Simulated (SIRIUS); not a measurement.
Worked example: self-consistent single point of AlN (P6_3mc, 8 atoms in the cell; from Materials Project mp-661, changed as shown) in SIRIUS.

Level of theory: LDA (PW92), PseudoDojo 0.4 standard norm-conserving LDA (tails mended) pseudopotentials (plane waves; SIRIUS).

The change in words: lattice scaled by 0.98. Reference geometry (P6_3mc):
```
CELL_PARAMETERS angstrom
      3.12859     0.00000     0.00000
      0.00000     5.41888     0.00000
      0.00000     0.00000     5.01696
ATOMIC_POSITIONS crystal
  Al 0.50000 0.16667 0.49929
  Al 0.00000 0.33333 0.99929
  Al 0.00000 0.66667 0.49929
  Al 0.50000 0.83333 0.99929
  N  0.50000 0.16667 0.88071
  N  0.00000 0.33333 0.38071
  N  0.00000 0.66667 0.88071
  N  0.50000 0.83333 0.38071
```

Reference input (self-consistent single point, DFT, LDA (PW92), plane waves, PseudoDojo 0.4 standard norm-conserving LDA (tails mended) pseudopotentials): parameters.ngridk = 8 4 6; parameters.xc_functionals = [XC_LDA_X, XC_LDA_C_PW]; parameters.gk_cutoff = 9.165 1/bohr; parameters.pw_cutoff = 18.331 1/bohr; parameters.smearing = gaussian; parameters.smearing_width = 0.0001 Ha; potentials = PseudoDojo 0.4 standard norm-conserving LDA (tails mended) pseudopotentials; parameters.electronic_structure_method = pseudopotential; parameters.num_bands = 20; parameters.num_mag_dims = 0; parameters.num_dft_iter = 100; parameters.energy_tol = 1e-07 Ha. This run's input differs from it in these lines:

```diff
@@ -32,7 +32,7 @@
     "lattice_vectors": [
-      [1.0000000433, 0.0, 0.0],
-      [0.0, 1.732050935, 0.0],
-      [0.0, 0.0, 1.6035850711]
+      [1.0000000541, 0.0, 0.0],
+      [0.0, 1.7320509165, 0.0],
+      [0.0, 0.0, 1.6035852581]
     ],
-    "lattice_vectors_scale": 5.912178,
+    "lattice_vectors_scale": 5.793934,
     "atom_coordinate_units": "lattice",
```

Log, with long lists cut:

```
[find] density tolerance         : 1e-06
[find] total energy tolerance    : 1e-07
[find] iter_solver_tol (initial) : 0.01
[find] iter_solver_tol (target)  : 1e-13
[find] num_dft_iter              : 100
Charges and magnetic moments
--------------------------------------------------------------------------------
total charge          : 32.000000
[find] | SCF iteration   0 out of 100|
[diagonalize] iterative solver tolerance (occupied, empty): 0.01 0.01
[diagonalize] average number of iterations: 2.7
[find] Charges and magnetic moments
[find] total charge          : 32.000000
[find] Energy
   [... lines left out ...]

[find] Charges and magnetic moments
[find] total charge          : 32.000000
[find] Energy
[find] smearing (-TS)                 :       0.00000000
[find] Total energy                   :     -51.37449197 (Ha),    -102.74898394 (Ry)
[find] Free energy (E-TS)             :     -51.37449197 (Ha),    -102.74898394 (Ry)
[find] band gap (eV)                  :       4.63091188
[find] Efermi                         :       0.35928034
[find] iteration : 17, RMS (target) : 9.2123e-07 (1.0000e-06) , energy difference (target) : 9.9476e-13 (1.0000e-07)
[find] bands are converged : true
[find] iterative solver converged : true
[find] converged after 18 SCF iterations!
[find] Charges and magnetic moments
[find] total charge          : 32.000000
[find] Energy
[find] smearing (-TS)                 :       0.00000000
[find] Total energy                   :     -51.37449197 (Ha),    -102.74898394 (Ry)
[find] Free energy (E-TS)             :     -51.37449197 (Ha),    -102.74898394 (Ry)
[find] band gap (eV)                  :       4.63091188
[find] Efermi                         :       0.35928034
[ground_state] === stress tensor components [kbar] ===
[ground_state] === stress_total ===
[ground_state]   -32.381307    0.000000    0.000000
[ground_state]     0.000000  -32.359335    0.000000
[ground_state]     0.000000    0.000000  -26.433509
[ground_state] ==== total Forces in Ha/bohr =====
   [... lines left out ...]
[ground_state] atom:    3, force:       0.0000000      0.0000010     -0.0003411
[ground_state] atom:    4, force:       0.0000000     -0.0000009      0.0003412
[ground_state] atom:    5, force:      -0.0000000      0.0000009      0.0003412
[ground_state] atom:    6, force:       0.0000000     -0.0000009      0.0003412
[ground_state] atom:    7, force:      -0.0000000      0.0000009      0.0003412
```

The run converged in 18 iterations. SIRIUS prints the stress tensor with tension positive. Against the reference run the free energy falls by 12.7 meV/atom, the pressure goes from -8.97 to 3.04 GPa, the largest force goes from 0.005 to 0.018 eV/Å and the gap on the mesh goes from 4.088 to 4.631 eV.

The structure comes from a collection of computed structures, made at another level of theory; the collection holds predicted forms beside known ones.

Cost on one core: very roughly 2.9 core-minutes.

The gap that the log prints is read on the run's mesh, which can miss the band edges or a crossing.

“Tails mended”: in these copies of the files the far tail of each local potential was reset to the Coulomb form.
